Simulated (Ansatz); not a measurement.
Se:
```
CELL_PARAMETERS angstrom
      2.78455     0.00000     0.00000
      0.00000     2.78455     0.00000
      0.00000     0.00000     2.78455
ATOMIC_POSITIONS crystal
  Se 0.00000 0.00000 0.00000
```

Relaxed with PBEsol. Special points in fractions of this cell's reciprocal vectors: Γ (0.000, 0.000, 0.000); X (0.000, 0.500, 0.000); M (0.500, 0.500, 0.000); R (0.500, 0.500, 0.500).

### Question
List the band energies nearest the Fermi level at these points for the program Ansatz at the PBEsol with spin–orbit coupling level (PAW).

### Answer
In eV from the Fermi level; about four levels below and three above (degenerate sets whole), none deeper than 8.9 eV; points with the same levels are listed once.

```csv
k,below,above
Γ,–,1.16 1.16 1.70 1.70 1.70 1.70
X,-7.33 -7.33,2.84 2.84 3.27 3.27
M,-5.38 -5.38 -5.15 -5.15,2.61 2.61 4.46 4.46
R,-3.29 -3.29 -3.29 -3.29,5.67 5.67 5.67 5.67
```

Space group Pm-3m (simple cubic). The first step of the workflow began from a Materials Project structure, measured or hypothetical; the Crystallography Open Database copy checked does not list it. It is not the phase usual at ambient conditions (space group No. 152). The PBEsol relaxation kept the symmetry of its start; whether a distortion lowers the energy is not shown.

Potentials: the earlier of the program's two PAW sets. The files were generated under PBE; for other functionals the program regenerates the frozen cores, and for LDA and PBEsol the local potential too.
